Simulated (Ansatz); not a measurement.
Ga$_{2}$Se$_{3}$ (space group Cc)

```
CELL_PARAMETERS angstrom
      3.32476    -5.82461     0.00000
      3.32476     5.82461     0.00000
     -2.14360     0.00000     6.28168
ATOMIC_POSITIONS crystal
  Ga 0.78170 0.27889 0.50498
  Ga 0.27889 0.78170 0.00498
  Ga 0.41433 0.58579 0.50121
  Ga 0.58579 0.41433 0.00121
  Se 0.59329 0.74906 0.88919
  Se 0.74906 0.59329 0.38919
  Se 0.04624 0.21091 0.35826
  Se 0.21091 0.04624 0.85826
  Se 0.37728 0.90299 0.39396
  Se 0.90299 0.37728 0.89396
```

The slice is a (001) plane (indices of the conventional cell) through the point (0.586, 0.414, 0.001) (fractional), spanned by u = [110] and v = [1 -1 0] in vectors of this cell: u (6.65 Å) and v (11.65 Å, at 90° to u). It covers one period; positions are fractions (u, v).

Level of theory: PBEsol (plane waves to 420 eV, PAW, scalar-relativistic; Ansatz, a program for electronic structure). k mesh 6×6×6. Inside the PAW spheres the values are not all-electron values, and peaks at nuclei hang on which shells count as valence. Ga2Se3 was relaxed with its symmetry unable to fall.

Q: Predict the map of the electrostatic potential energy of an electron, from the cell's mean on the slice.

A: 
```
|xxxxxx::**##%%%%%%==  xx  ..xxxx|
|xxxx  ::==**%%@@@@##++--==++  xx|
|....  xx  ::##@@@@@@%%%%%%##++--|
|++..xxxxxx  **@@@@@@@@@@@@%%##**|
|**..xxxxxx  ++@@@@@@@@@@%%%%####|
|==::  xxxx..##@@@@%%##########++|
|        ::++%%%%%%++..  ::++==  |
|xxxxxx  ++##%%%%**  xxxxxx..  xx|
|xxxxxx  ++##%%##==  xxxxxx    xx|
|xxxxxx  ++####**==  xxxxxx    xx|
|xxxxxx..++**++--..        ==..xx|
|      ..====  xxxxxx  --++**++..|
|++::      ..xxxxxxxxxx--**####**|
|**::xxxx    xxxxxxxxxx..**%%%%%%|
|%%==  xx  ..xxxxxxxxxx::**##%%%%|
|@@##++--==++  xxxxxx  ::==**%%@@|
|@@@@%%%%%%##++--....  xx  ::##@@|
|@@@@@@@@@@%%##**++..xxxxxx  **@@|
|@@@@@@@@%%%%####**..xxxxxx  ++@@|
|@@%%##########++==::  xxxx..##@@|
|%%++..  ::++==          ::++%%%%|
|**  xxxxxx..  xxxxxxxx  ++##%%%%|
|==  xxxxxx    xxxxxxxx  ++##%%##|
|==  xxxxxx    xxxxxxxx  ++####**|
|..        ==..xxxxxxxx..++**++--|
|xxxx  --++**++..      ..====  xx|
|xxxxxx--**####**++::      ..xxxx|
|xxxxxx..**%%%%%%**::xxxx    xxxx|
```
Scale: ten equal steps from -1.00 (start of ' ') to 7.04 (end of '@'), in the order ' .:-=+*#%@'. Values: electrostatic potential energy of an electron, from the cell's mean, in eV. The map has 16 points along u (two characters each, u = 0 at the left) and 28 along v (v = 0 in the bottom row). Points within 1 Å of a nucleus are blanked (x), as the pseudised field means little there. Values under -1 eV are set to -1. The zero, the cell's mean, hangs on the PAW cores.
